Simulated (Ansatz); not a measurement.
SnMo2N:
```
CELL_PARAMETERS angstrom
      3.26476     0.00000     0.00000
     -1.63238     2.82737     0.00000
      0.00000     0.00000    12.87418
ATOMIC_POSITIONS crystal
  Sn 0.33333 0.66667 0.75000
  Sn 0.66667 0.33333 0.25000
  Mo 0.33333 0.66667 0.07520
  Mo 0.66667 0.33333 0.57520
  Mo 0.66667 0.33333 0.92480
  Mo 0.33333 0.66667 0.42480
  N  0.00000 0.00000 0.00000
  N  0.00000 0.00000 0.50000
```

Relaxed with r²SCAN.

Map the valence electron density (e/Å³), cut off at 3 on the plane through (0.333, 0.667, 0.750) spanned by u = [0, 0, 1] and v = [1, -1, 0] in lattice vectors, from r²SCAN in the plane-wave PAW code Ansatz.

x is the fraction of u, y of v (the angle between them is 90°; rows are the nearest grid lines); atoms in the plane: Sn at (0.00, 0.00), Sn at (0.50, 0.33), Mo at (0.33, 0.00), Mo at (0.83, 0.33), Mo at (0.17, 0.33), Mo at (0.67, 0.00), N at (0.25, 0.67), N at (0.75, 0.67).
```
|@@@.      :@@@@@:      :@@@@@:      .@@@|
|@@%.      :@@@@@:      :@@@@@:      .%@@|
|@@+.      .*@@@*.      .*@@@*.      .+@@|
|-:.       ..-+-.        .-+-..       .:-|
|.        .::...          ...::.        .|
|        .-=-..            ..-=-.        |
|        :+%*:              :*%+:        |
|       .=@@@=.            .=@@@=.       |
|       .=@@@=.            .=@@@=.       |
|        -%@%-              -%@%-        |
|        :+*=:              :=*+:        |
|       ..:-:.              .:-:..       |
|     :+#+:.       .--.       .:+#+:     |
|    .=@@@=.      .-@@-.      .=@@@=.    |
|    .%@@@#.      .*@@*.      .#@@@%.    |
|    :@@@@@:      .@@@@.      :@@@@@:    |
|    :@@@@@:      .@@@@.      :@@@@@:    |
|    .+@@@+.      .=@@=.      .+@@@+.    |
|     :*@#-.       .++.       .-#@*:     |
|..   .:-:......   ....   ......:-:.   ..|
|-:.    .....=+-.        .-+=.....    .:-|
|@@+.      .*@@@*.      .*@@@*.      .+@@|
|@@%.      :@@@@@:      :@@@@@:      .%@@|
|@@@.      :@@@@@:      :@@@@@:      .@@@|
```
Scale: ten equal steps from 0.092 (start of ' ') to 3.00 (end of '@'), in the order ' .:-=+*#%@'; x runs from 0.000 to 1.00, y from 0.000 (bottom) to 1.00 (top).

The density is the valence pseudo-density with augmentation charge, so density and ELF within about 1 Å of a nucleus are not all-electron values.

Space group P6_3/mmc. The start of the workflow was typed in or built on a structure type; neither database checked (COD, Materials Project) lists it. Its standing as an ambient phase is unchecked. Symmetry was held in the r²SCAN relaxation; its stability against distortions is not shown here. The workflow began spin-polarised and lost its moments. Scalar-relativistic: spin–orbit coupling is off unless named, which matters more the heavier the elements.

Potentials: the earlier of the program's two PAW sets.
